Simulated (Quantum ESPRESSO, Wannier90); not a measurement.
**Tight-binding from DFT: HfN (rock salt)**

```
CELL_PARAMETERS angstrom
      0.00000     2.25586     2.25586
      2.25586     0.00000     2.25586
      2.25586     2.25586     0.00000
ATOMIC_POSITIONS crystal
  Hf 0.00000 0.00000 0.00000
  N  0.50000 0.50000 0.50000
```

Materials Project entry mp-2828; symmetrised, unrelaxed at this level. COD (Crystallography Open Database) has an entry of this formula and space group (matched by these alone). Computed values, not measurements, from PBEsol: Quantum ESPRESSO (norm-conserving PseudoDojo potentials, cutoff 68 Ry, no spin polarisation, no spin-orbit coupling) on a Γ-centred 12×12×12 mesh, then Wannier90. Density: 12×12×12 mesh, cold smearing 0.01 Ry. Spin-orbit coupling is left out although heavy elements are present.

Energies are relative to the Fermi level.

**Bands.** No gap over 0.05 eV opens at the Fermi level at this level of theory. 3 filled groups are cut off by gaps; the highest, bands 5, spans -17.46 to -14.65 eV and is N 2s 67 %, Hf 5d 19 %, Hf 6s 9 %.

**Model.** 8 functions (Hf d, N p) from bands 6-22, frozen to 1.50 eV, reach Ω_I = 10.88 Å² and follow pw.x to 2.8 meV rms (states up to 1.0 eV relative to the Fermi level).

**No window.** Without a frozen window Ω_I drops to 7.49 Å² while the misfit grows to 2348 meV: a small spread is no proof of good bands.

**Outer window.** The setting "outer window to 10.92 eV" raises Ω_I to 12.39 Å², as fewer states are left to mix in, and the misfit goes to 1.7 meV.

**Stops.** With the frozen window to 2.50 eV the program stops (More states in the frozen window than target WFs). With the frozen window to 5.50 eV the program stops (More states in the frozen window than target WFs). With the outer window to 7.92 eV the program stops (Energy window contains fewer states than number of target WFs).
